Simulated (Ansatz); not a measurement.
The elements of this relaxed trial crystal are hidden behind letters.

```
lattice vectors (Å)
   5.0717    0.0000    0.0000
  -2.5358    4.3922    0.0000
   0.0000    0.0000    3.8849
fractional positions
X 0.5000 0.0000 0.0000
X 0.0000 0.5000 0.0000
X 0.5000 0.5000 0.0000
X 0.0000 0.0000 0.0000
Z 0.0000 0.0000 0.5000
```

Theory: DFT PBE, scalar-relativistic, plane waves, PAW (Ansatz 0.2.0). The final run on the 5-atom cell used 420 eV, a Γ-centred 12×12×10 mesh, 0.10 eV smearing and no spin polarisation.

| Item | Value |
| --- | --- |
| Space group | P6/mmm (No. 191) |
| Conventional cell | a = 5.072 Å, c = 3.885 Å |
| Volume per atom | 17.31 Å³ |
| Density | 2.52 g/cm³ |
| Formation energy | +0.10 eV/atom |
| Gap on the 12×12×10 mesh of the 5-atom cell | 0 eV (a metal) |

Energies are uncorrected and count from the elements' standard states at the same level.

Problem. X is a p-block element of period 3 and Z is a p-block element of period 2. Which elements are they?

Solution. X = Si, Z = F, so the formula is Si4F. Density times volume gives a mean mass of 2.52 × 17.31/1.6605 = 26.3 u per atom, and this set has 26.3 u. Among the elements that the hints allow, noble gases aside, only these give it. Si on a site of symmetry mmm is surrounded by 6 Si at 2.54 Å; Si on a site of symmetry 6/mmm is surrounded by 2 F at 1.94 Å and 6 Si at 2.54 Å; around F lie 2 Si at 1.94 Å.

A structure relaxed within its symmetry needn't be a true minimum. Another cell of Si4F relaxed alike, in I4/mmm, lies 279 meV/atom lower, so this cell isn't the stable form at this level.
